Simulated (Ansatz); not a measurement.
C:
```
C
1.0
    6.84432     0.00000     0.00000
   -3.42216     5.92735     0.00000
    0.00000     0.00000     3.56966
C
12
Direct
  0.20719   0.00000   0.00000
  0.41139   0.00000   0.00000
  0.20719   0.20719   0.00000
  0.41139   0.41139   0.00000
  0.00000   0.20719   0.00000
  0.00000   0.41139   0.00000
  0.79281   0.00000   0.00000
  0.58861   0.00000   0.00000
  0.79281   0.79281   0.00000
  0.58861   0.58861   0.00000
  0.00000   0.79281   0.00000
  0.00000   0.58861   0.00000
```

Relaxed with r²SCAN+D4.

Map the valence electron density (e/Å³), cut off at 2 on the plane through (0.207, 0.000, 0.000) spanned by u = [1, 1, 0] and v = [1, -1, 0] in lattice vectors, from DFT-r²SCAN+D4 in the program Ansatz with PAW potentials.

x is the fraction of u, y of v (the angle between them is 90°; rows are the nearest grid lines); atoms in the plane: C at (0.00, 0.00), C at (0.50, 0.50), C at (0.10, 0.10), C at (0.60, 0.60), C at (0.10, 0.90), C at (0.60, 0.40), C at (0.31, 0.90), C at (0.81, 0.40), C at (0.00, 0.79), C at (0.50, 0.29).
```
|#%%+-.                .-+%%#%@@@@%#|
|#@@%*=-:--========--:-=*%@@#+=--=+#|
|+%@@%##*###%@@@@%###*##%@@#+:....-+|
|=#@@%%%%%%#%@@@@%#%%%%%%@@#=:.  .:=|
|@@@*=:.....::::::.....:=#@@@#****#@|
|%@%*-..              ..-*%@%%@%%@%%|
|%@@%+-..            .:-+%@@%*+==+*%|
|=#%%#%*=:.        .:=*%#%%#=:.  .:=|
|:=*@@@@@*-.      .-*@@@@@*-:     .:|
| .:=#%##%*-.    :-*%##%#=:.        |
|  .:=*%@@%+-....-+%@@%*=:.         |
|    .:=*@@%%%##%%%@@*-:.           |
|.....:-*@@@%%##%%@@@*-:............|
|###*##%@@#+:....-+%@@%##*###%@@@@%#|
|#@@@@@##%*=:.  .:=*%##@@@@@#%@@@@%#|
|+==-=+#@@@*=-::-=*@@@#+=-==++****++|
|     .-+%%#%@@@@%#%%+-.            |
|   .:-+%@@%*+==+*%@@%+-..          |
|  .:=*%@@%+-:..:-*%@@%*-:.         |
|.:-*@@@%#+-.    .-+#%@@@*-:.      .|
|:+#@@@@#=:.      .:=#@@@@#+:.    .:|
|+%@@%*=:.          .:=*%@@%+-....-+|
|#@@%*=:.            .:=*@@@#+=--=+#|
|#%%+-.                .-+%%#%@@@@%#|
```
Scale: ten equal steps from 0.024 (start of ' ') to 2.00 (end of '@'), in the order ' .:-=+*#%@'; x runs from 0.000 to 1.00, y from 0.000 (bottom) to 1.00 (top).

The density is the valence pseudo-density with augmentation charge, so density and ELF within about 1 Å of a nucleus are not all-electron values.

Space group P6/mmm. The start of the workflow was typed in or built on a structure type; the Crystallography Open Database copy checked does not list it. It is not the phase usual at ambient conditions (space group No. 194, 227). Symmetry was held in the r²SCAN+D4 relaxation. At this level the phase is mechanically unstable.

Potentials: the earlier of the program's two PAW sets.
